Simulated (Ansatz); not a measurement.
Sn2Pt (cubic Laves (MgCu2 type), Fd-3m), DFT-r²SCAN in the program Ansatz with PAW potentials, all energies at zero smearing, with the estimated change up to a 700 eV cutoff added, with one set of potentials and settings (totals compare only within such a set). Cell of 6 atoms (4 Sn, 2 Pt): -49226.615 eV.

| element | reference phase | E (eV/atom) |
|---|---|---|
| Sn | Fd-3m, 2 atoms in the cell | -6038.7047 |
| Pt | Fm-3m, 1 atoms in the cell | -12538.2501 |

Formation energy per atom, worked out: (-49226.615 − 4×(-6038.7047) − 2×(-12538.2501))/6 = 0.784 eV/atom (76 kJ per mol of atoms), at 0 K, without zero-point energy or fitted corrections.

The cell is a constructed one: a structure type filled with these elements; neither database checked (COD, Materials Project) lists it. COD files the formula under space group No. 225, so this cell is another polymorph or a model. Whether it is the stable phase at ambient conditions was not checked. The r²SCAN relaxation kept the symmetry of its start; its stability against distortions is not shown here. No spin polarisation was allowed. The references are the lowest solids computed at this level, not always the standard phases. Spin–orbit coupling is left out wherever it is not named.

Potentials: the earlier of the program's two PAW sets.
